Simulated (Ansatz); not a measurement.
## Trajectory cell In32O48 of bixbyite In2O3

Method: Ansatz 0.2.0, DFT, PBEsol, PAW, plane waves.

Command:

```sh
ansatz run in.yaml --threads 4 --pin off --max-ram 61750MiB --runs-dir r --events-out ev --progress --plain --backend cuda --devices 0, --max-vram 37GiB
```

The input less its lattice and atoms:

```yaml
accuracy: low
kpoints:
  mp_grid: { grid: [1, 1, 1] }
hamiltonian:
  xc: pbesol
scf:
  occupations: { method: fermi_dirac, width: 0.1 }
md:
  ensemble: nvt_langevin
  timestep: 2.5
  n_steps: 240
  temperature: 300
  temperature_schedule: [{ n_steps: 120, end_temperature: 300 }, { n_steps: 120, end_temperature: 300 }]
  friction: 0.02
  initial_velocities: maxwell_boltzmann
  seed: 1
```

Start:

```
In O
1.0
    10.17160    0.00000    0.00000
     0.00000   10.17160    0.00000
     0.00000    0.00000   10.17160
In O
32 48
Direct
  0.25211 0.25224 0.25085
  0.46833 0.99876 0.24837
  0.03436 0.99749 0.74928
  0.25233 0.46617 0.99745
  0.74764 0.03411 0.99865
  0.99944 0.25161 0.46434
  0.00065 0.75132 0.03429
  0.03338 0.49838 0.25131
  0.25050 0.03497 0.50163
  0.50223 0.25445 0.03656
  0.53160 0.50175 0.24888
  0.75199 0.52993 0.00070
  0.25130 0.96364 0.99901
  0.49775 0.24909 0.53316
  0.53501 0.99702 0.75064
  0.96544 0.99876 0.24741
  0.74920 0.24941 0.24867
  0.74815 0.46755 0.50103
  0.24885 0.53614 0.49698
  0.99836 0.75266 0.53717
  0.00313 0.25032 0.97012
  0.25262 0.75215 0.24977
  0.50160 0.74936 0.46651
  0.25079 0.24729 0.75096
  0.46786 0.49860 0.75089
  0.74902 0.75424 0.74932
  0.25053 0.75215 0.74808
  0.74911 0.74913 0.24751
  0.75266 0.25280 0.74797
  0.96553 0.49874 0.75135
  0.74918 0.96620 0.50312
  0.50149 0.74918 0.96581
  0.38808 0.15345 0.38143
  0.61051 0.34633 0.38078
  0.11133 0.15363 0.61773
  0.38257 0.38911 0.15333
  0.37957 0.61129 0.34519
  0.61658 0.10781 0.15026
  0.15399 0.38296 0.38895
  0.34473 0.38210 0.60863
  0.15454 0.61856 0.10967
  0.10776 0.34411 0.11794
  0.12158 0.11359 0.34686
  0.34653 0.11592 0.10895
  0.60559 0.65445 0.11613
  0.38579 0.84603 0.11891
  0.84519 0.88556 0.11246
  0.65356 0.37937 0.11455
  0.88654 0.11005 0.84875
  0.65594 0.11831 0.60647
  0.84534 0.11636 0.38942
  0.37934 0.11150 0.65422
  0.89424 0.34673 0.61936
  0.89069 0.15776 0.12167
  0.88213 0.39020 0.34226
  0.88290 0.60533 0.15542
  0.11104 0.84514 0.88619
  0.11822 0.61000 0.65765
  0.11790 0.38930 0.84439
  0.10806 0.65586 0.38402
  0.61773 0.89024 0.34138
  0.11971 0.89067 0.15300
  0.34509 0.88058 0.38983
  0.15496 0.88151 0.61064
  0.34091 0.61680 0.89112
  0.38959 0.34413 0.88014
  0.60414 0.15205 0.88345
  0.15637 0.12087 0.88901
  0.89007 0.65683 0.88410
  0.88363 0.88965 0.65732
  0.65084 0.88178 0.89075
  0.60953 0.84609 0.61608
  0.39161 0.65550 0.62031
  0.88712 0.84667 0.38154
  0.61796 0.60755 0.84225
  0.61747 0.38779 0.65907
  0.38230 0.88983 0.84679
  0.84420 0.61924 0.61258
  0.65492 0.61841 0.38905
  0.84497 0.38239 0.88819
```

Some of the steps:

| step | free energy without the kinetic part, less step 0 (eV) | temperature (K) | largest force component (eV/Å) |
| --- | --- | --- | --- |
| 0 | 0.000 | 296 | 0.87 |
| 5 | 0.912 | 226 | 1.84 |
| 10 | 1.503 | 208 | 1.60 |
| 15 | 1.921 | 222 | 1.33 |
| 20 | 2.147 | 233 | 1.46 |
| 25 | 2.011 | 217 | 1.52 |
| 30 | 1.967 | 211 | 1.64 |
| 35 | 1.820 | 244 | 1.32 |
| 40 | 2.257 | 252 | 1.83 |
| 45 | 2.206 | 241 | 2.14 |
| 50 | 1.890 | 279 | 2.06 |
| 55 | 2.017 | 256 | 1.37 |
| 60 | 2.051 | 288 | 1.51 |
| 65 | 1.852 | 280 | 1.52 |
| 70 | 2.213 | 263 | 1.78 |
| 75 | 2.266 | 265 | 1.50 |
| 80 | 2.400 | 280 | 1.61 |
| 85 | 2.521 | 288 | 1.67 |
| 90 | 2.436 | 321 | 1.69 |
| 95 | 2.451 | 281 | 1.54 |
| 100 | 2.772 | 258 | 1.69 |
| 105 | 2.474 | 313 | 1.54 |
| 110 | 2.232 | 315 | 1.68 |
| 115 | 1.967 | 324 | 1.51 |
| 120 | 2.368 | 281 | 1.65 |
| 125 | 2.534 | 285 | 1.93 |
| 130 | 2.582 | 291 | 1.63 |
| 135 | 2.609 | 331 | 1.88 |
| 140 | 3.030 | 285 | 1.82 |
| 145 | 2.705 | 314 | 1.94 |
| 150 | 2.609 | 335 | 1.56 |
| 155 | 2.625 | 337 | 1.87 |
| 160 | 2.339 | 331 | 1.95 |
| 165 | 2.557 | 303 | 1.62 |
| 170 | 2.894 | 293 | 1.78 |
| 175 | 2.858 | 298 | 1.86 |
| 180 | 2.548 | 296 | 1.36 |
| 185 | 2.201 | 312 | 1.53 |
| 190 | 2.250 | 333 | 1.48 |
| 195 | 2.380 | 289 | 1.56 |
| 200 | 2.432 | 291 | 2.00 |
| 205 | 2.632 | 268 | 2.03 |
| 210 | 2.700 | 292 | 2.30 |
| 215 | 2.839 | 312 | 1.77 |
| 220 | 2.798 | 337 | 1.65 |
| 225 | 2.825 | 350 | 2.07 |
| 230 | 2.864 | 305 | 2.22 |
| 235 | 2.618 | 283 | 1.68 |
| 240 | 2.698 | 246 | 1.94 |

End:

```
In O
1.0
    10.17160    0.00000    0.00000
     0.00000   10.17160    0.00000
     0.00000    0.00000   10.17160
In O
32 48
Direct
  0.25806 0.27025 0.26057
  0.46538 0.00438 0.24621
  0.03577 0.00449 0.74685
  0.23556 0.48391 0.99465
  0.75099 0.04073 0.99170
  0.99234 0.25268 0.46499
  0.99289 0.74478 0.03333
  0.03176 0.50237 0.25467
  0.24906 0.03721 0.50195
  0.49747 0.25777 0.03684
  0.53357 0.51548 0.24344
  0.74453 0.54367 0.99579
  0.24884 0.95825 0.99742
  0.49829 0.25847 0.52555
  0.54329 0.00865 0.73805
  0.96319 0.00915 0.25097
  0.74585 0.25913 0.24493
  0.74777 0.47450 0.50422
  0.25308 0.53447 0.50805
  0.00748 0.75288 0.53292
  0.01012 0.25876 0.97907
  0.24500 0.75822 0.24859
  0.49085 0.75856 0.46487
  0.24694 0.25717 0.75731
  0.46468 0.50094 0.76269
  0.74193 0.75297 0.74662
  0.25337 0.75129 0.74841
  0.74523 0.75535 0.24907
  0.75517 0.25490 0.75103
  0.96218 0.50269 0.75735
  0.76257 0.96031 0.50939
  0.49725 0.76658 0.96836
  0.40237 0.15542 0.37458
  0.61116 0.35768 0.38218
  0.10826 0.17131 0.62299
  0.38076 0.40528 0.15480
  0.36949 0.61258 0.33469
  0.62607 0.11471 0.15207
  0.15303 0.38475 0.39925
  0.34327 0.38405 0.61920
  0.15312 0.62632 0.11240
  0.11369 0.35423 0.12810
  0.11882 0.12037 0.34897
  0.35290 0.11931 0.11029
  0.61080 0.68024 0.11398
  0.39453 0.85281 0.12958
  0.84523 0.88020 0.11343
  0.64690 0.38742 0.10751
  0.89553 0.13112 0.84977
  0.66512 0.12593 0.59924
  0.84078 0.12404 0.39236
  0.38705 0.12201 0.64474
  0.88506 0.36035 0.61982
  0.89129 0.16202 0.11469
  0.88147 0.39359 0.34995
  0.87529 0.59987 0.15348
  0.12359 0.84820 0.88680
  0.12326 0.61358 0.66117
  0.11825 0.39906 0.84159
  0.11018 0.65017 0.39341
  0.61251 0.89598 0.35513
  0.10243 0.88813 0.16033
  0.33094 0.89080 0.38578
  0.15824 0.89213 0.60856
  0.34831 0.62249 0.88813
  0.38957 0.34761 0.88265
  0.61952 0.16473 0.88069
  0.16003 0.11611 0.88180
  0.88565 0.66241 0.88154
  0.88463 0.88820 0.65986
  0.66296 0.87975 0.88101
  0.60678 0.84511 0.61677
  0.39950 0.65852 0.62201
  0.89184 0.84651 0.38230
  0.61852 0.61546 0.84179
  0.61276 0.39908 0.65894
  0.39441 0.90285 0.84225
  0.85619 0.63426 0.61474
  0.65528 0.62848 0.39998
  0.84843 0.38446 0.90290
```

The run ended as planned.

Time: 7.4 min of wall time on one NVIDIA H100 with 4 processor threads, on a host shared with other runs; peak host memory 1.1 GiB.
